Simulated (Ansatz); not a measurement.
H4NF:
```cif
data_H8F2N2
_chemical_formula_sum 'H8 N2 F2'
_space_group_name_H-M_alt 'P 1'
_space_group_IT_number 1
_cell_length_a 4.42011
_cell_length_b 4.42011
_cell_length_c 7.13424
_cell_angle_alpha 90.000
_cell_angle_beta 90.000
_cell_angle_gamma 120.000
loop_
_space_group_symop_operation_xyz
  'x, y, z'
loop_
_atom_site_label
_atom_site_type_symbol
_atom_site_fract_x
_atom_site_fract_y
_atom_site_fract_z
_atom_site_occupancy
H1 H 0.53848 0.07697 0.92309 1
H2 H 0.46152 0.53848 0.42309 1
H3 H 0.92303 0.46152 0.92309 1
H4 H 0.46152 0.92303 0.42309 1
H5 H 0.53848 0.46152 0.92309 1
H6 H 0.07697 0.53848 0.42309 1
H7 H 0.33333 0.66667 0.22902 1
H8 H 0.66667 0.33333 0.72902 1
N1 N 0.33333 0.66667 0.37483 1
N2 N 0.66667 0.33333 0.87483 1
F1 F 0.33333 0.66667 0.99706 1
F2 F 0.66667 0.33333 0.49706 1
```

Relaxed with r²SCAN+D4.

### Question
Give the optical modes at the zone centre with their infrared and Raman activity from DFPT, plane-wave PAW r²SCAN+D4 (Ansatz code).

### Answer
Transverse frequencies, without the LO–TO term; a row sums one degenerate level.

```csv
ω (cm⁻¹),degeneracy,IR ((D/Å)²/amu),Raman (Å⁴/amu),activity,symmetry
52,2,0.00,0,silent,E2
242,1,0.00,0,silent,B1
263,2,0.00,6.3,Raman,E2
271,1,8.70,3.7,IR+Raman,A1
273,2,17.61,2.5,IR+Raman,E1
297,1,0.00,0,silent,B1
557,2,0.00,0,silent,E1
557,1,0.00,0,silent,A2
557,1,0.00,0,silent,B2
599,2,0.00,0,silent,E2
1518,2,0.00,0,silent,E2
1523,1,2.81,0.12,IR+Raman,A1
1532,2,5.42,0,IR,E1
1555,1,0.00,0,silent,B1
1774,2,0.00,1.0,Raman,E2
1794,2,0.03,0.56,IR+Raman,E1
3006,1,81.67,380,IR+Raman,A1
3010,2,0.00,510,Raman,E2
3011,2,165.03,240,IR+Raman,E1
3059,1,0.00,0,silent,B1
3115,1,0.00,610,Raman,A1
3192,1,0.00,0,silent,B1
```

### Question
How high does the top mode go among those that the LO–TO term moves?

### Answer
3148 cm⁻¹ for q along x, 3148 cm⁻¹ for q along y, 3142 cm⁻¹ for q along z.

Space group P6_3mc. The workflow started from a Materials Project entry (that database holds measured and hypothetical structures alike); the Crystallography Open Database files this formula in space group No. 186, but the cells were not matched. Its standing as an ambient phase is unchecked. The cell was relaxed with r²SCAN+D4 under the symmetry of its start; phonons on a q-mesh show no instability.

Potentials: the later of the program's two PAW sets.
